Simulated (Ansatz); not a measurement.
CoSi$_{2}$ (fluorite type, space group Fm-3m) is sheared across one {100} plane: the third cell vector gains the shift, so faults repeat every 8.0 Å. The cut lies between planes 1.34 Å apart; the cell height is held.

```xyz
9
Lattice="3.7899 0.0000 0.0000 0.0000 3.7899 0.0000 1.8949 1.8949 8.0395" Properties=species:S:1:pos:R:3 pbc="T T T"
Co     1.7370     1.7370     7.3695
Co     1.7370     1.7370     2.0099
Co     3.6319     3.6319     4.6897
Si     3.6319     1.7370     0.6700
Si     1.7370     3.6319     3.3498
Si     3.6319     1.7370     6.0296
Si     1.7370     3.6319     0.6700
Si     3.6319     1.7370     3.3498
Si     1.7370     3.6319     6.0296
```

In-plane vectors a = (3.790, 0.000) Å, b = (0.000, 3.790) Å, area 14.36 Å². The shift is s times the vector a + b (length 5.360 Å), so s = 1 restores the start. The shift is rigid: no atom relaxes. γ = [E(shift) − E(0)] / area.

Level of theory: PBE (plane waves to 420 eV, PAW, scalar-relativistic; Ansatz, a program for electronic structure). k mesh 11×11×11 (Γ-centred), Fermi-Dirac smearing 0.05 eV. Energies are extrapolated to zero smearing. With partly filled bands, the k mesh leaves noise in γ, roughly 0.02 J/m² as judged from a few cases. Faults lie only 8.0 Å apart, and holding the cell height and the atoms raises γ above its relaxed value. CoSi2 is run without spin polarisation. CoSi2 was relaxed with its symmetry unable to fall. The zero of γ is zero shift. The last digit holds for this mesh only.

```tsv
s	γ (J/m²)
0.000	0.00
0.083	0.76
0.167	2.44
0.250	3.42
0.333	2.61
0.417	1.26
0.500	0.67
0.583	1.26
0.667	2.61
0.750	3.42
0.833	2.44
0.917	0.76
```

Question: Does γ have a local minimum between the ends of the line, and at which s?

Answer: s = 0.500.

Question: Which barrier is met on the easier way from s = 0 (or 1) to s = 0.500?

Answer: 3.42 J/m².

Question: By a periodic cubic spline through the points, what shear stress does the steepest rise of γ from s = 0 correspond to?

Answer: 39 GPa. A slope of 1 mJ/m² per Å is 0.01 GPa.

(The slope of γ gives the shear force per area between the displaced halves; near zero shift its curvature is an elastic stiffness.)
